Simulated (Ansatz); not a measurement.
SnGe3 (P-4m2), relaxed with PBE (Ansatz, an electronic-structure program, plane waves, PAW): a = b = 4.232 Å, c = 6.014 Å, α = β = γ = 90.00°.

- ΔH_f (eV/atom): 0.04
- B₀ by P(V) fit (GPa): 50.7

Task: The same phase is relaxed and computed with PBEsol in the same code. What are the cell and these values now?

Result: a = b = 4.166 Å, c = 5.919 Å, α = β = γ = 90.00°.

* **ΔH_f (eV/atom)**: 0.05
* **B₀ by P(V) fit (GPa)**: 58.2

Typed or built starts, not in the databases checked: SnGe3, P-4m2 (Ge on 2g, Ge on 1a, Sn on 1c). All cells were relaxed under the symmetry of their starts (and spin orders); stability against distortions was not tested throughout. Scalar-relativistic: spin–orbit coupling is off unless named, which matters more the heavier the elements.

Potentials: the later of the program's two PAW sets.

Ansatz is a plane-wave DFT program.

Formation energies count from the lowest solids of the elements computed at the same level, not from gases.
